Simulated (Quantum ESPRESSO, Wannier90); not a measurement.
## Tight-binding from DFT: Ge$_{2}$Mo (I4/mmm)

```xyz
3
Lattice="0.0000 -3.3202 0.0000 3.3202 0.0000 0.0000 -1.6601 1.6601 4.0932" Properties=species:S:1:pos:R:3 pbc="T T T"
Ge    -1.6601     1.6601     1.3235
Ge     1.6601    -1.6601    -1.3235
Mo     0.0000     0.0000     0.0000
```

Materials Project entry mp-10201; symmetrised, unrelaxed at this level. Not found in the COD (Crystallography Open Database) copy used, which has the formula in other groups; not checked further. Level: LDA, no spin polarisation, no spin-orbit coupling; pw.x of Quantum ESPRESSO at 64 Ry with PseudoDojo potentials, 10×10×10 k-points, Wannier90. Density: 10×10×10 mesh, cold smearing 0.01 Ry. Spin-orbit coupling, left out, would split the p-like bands by a few tenths of an eV.

Base run: 17 functions from bands 15-41 of the 41 computed, start hydrogen-like Ge: s;p; Mo: s;p;d, frozen window up to 1.50 eV relative to the Fermi level, outer window open. Its settings: num_cg_steps = 5, trial_step = 2 and dis_mix_ratio = 0.5 (the program's defaults), conv_tol = 1.0e-6 over 4 steps, num_iter = 800, dis_conv_tol = 1.0e-6, dis_num_iter = 1000. One of them is changed at a time.

| run | disentanglement steps | localisation steps | Ω_I (Å²) | Ω_total (Å²) | ended |
|---|---|---|---|---|---|
| base | 188 | 454 | 20.401 | 25.412 | converged |
| fixed_step = 0.5 | 188 | 800 | 20.401 | 34.488 | step limit |
| trial_step = 10.0 | 188 | 509 | 20.401 | 25.412 | converged |
| dis_mix_ratio = 0.2 | 381 | 451 | 20.407 | 25.420 | converged |
